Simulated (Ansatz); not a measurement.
Si3N4 in space group I-43d (No. 220; N on 16c, Si on 12b), the program Ansatz at the LDA level (PAW). The conduction-band minimum lies on the Γ–H line, 45 % of the way from Γ, with 6 equivalent valleys. Second derivatives d²E/dk² of the lowest band at one valley (eV·Å²), along Cartesian directions:

```csv
direction,d²E/dk²
[100],14.16
[010],14.16
[001],9.816
[110],14.16
[101],11.98
[011],11.98
```

Task: Find the principal effective masses, the density-of-states mass and the conductivity mass.

Result: Off-diagonal terms follow from H_xy = H[110] − (H_xx + H_yy)/2, and m*/mₑ = 7.620 eV·Å² over each eigenvalue: 0.54, 0.54, 0.78. One valley's DOS mass (m₁m₂m₃)^(1/3) = 0.61, conductivity mass 3/(Σ 1/mᵢ) = 0.60 mₑ.

Task: What effective density of states Nc follows at 300 K for parabolic valleys?

Result: Nc = 2.509e19 × 6 × (0.61)^(3/2) ≈ 7.2e19 cm⁻³.

Task: With the computed static dielectric constant 9.42 (mean of the diagonal), estimate a hydrogenic donor's binding energy and radius.

Result: E = 13.606 eV × 0.60/9.42² ≈ 92 meV; a = 0.529 Å × ε/m* ≈ 8.3 Å. Semilocal masses tend to be too small when the gap is underestimated.

The workflow started from an entry of the Crystallography Open Database (COD), which files this formula under 4 space groups. It is not the phase usual at ambient conditions (space group No. 176). Symmetry was held in the LDA relaxation; its stability against distortions is not shown here.

Potentials: the later of the program's two PAW sets.
